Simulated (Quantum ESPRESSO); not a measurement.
```cif
data_F4OW
_chemical_formula_sum 'O1 F4 W1'
_space_group_name_H-M_alt 'P 1'
_space_group_IT_number 1
_cell_length_a 5.10696
_cell_length_b 5.10696
_cell_length_c 5.10696
_cell_angle_alpha 98.788
_cell_angle_beta 98.788
_cell_angle_gamma 133.983
loop_
_space_group_symop_operation_xyz
  'x, y, z'
loop_
_atom_site_label
_atom_site_type_symbol
_atom_site_fract_x
_atom_site_fract_y
_atom_site_fract_z
_atom_site_occupancy
O1 O 0.56326 0.56326 0.00000 1
F1 F 0.33887 0.99546 0.18366 1
F2 F 0.15521 0.33887 0.34341 1
F3 F 0.81180 0.15521 0.81634 1
F4 F 0.99546 0.81180 0.65659 1
W1 W 0.99630 0.99630 0.00000 1
```

Cell and atoms were relaxed with PBE+D3(BJ) from Materials Project entry mp-752955, within its symmetry.

Problem. What does norm-conserving PBEsol (Quantum ESPRESSO, 84 Ry, scalar-relativistic) give for the electronic structure near the Fermi level?

Solution. The PBEsol gap is indirect, 4.58 eV, from 75 % of the way from Z to P to M; the smallest direct gap is 4.66 eV. Another valence extremum on the path lies within 0.02 eV, too close to call. Without spin-orbit coupling, band edges of such heavy elements can be off by tenths of an eV.

The structure is a Materials Project entry; no match was found in the copy of COD used, and its stability was not checked.
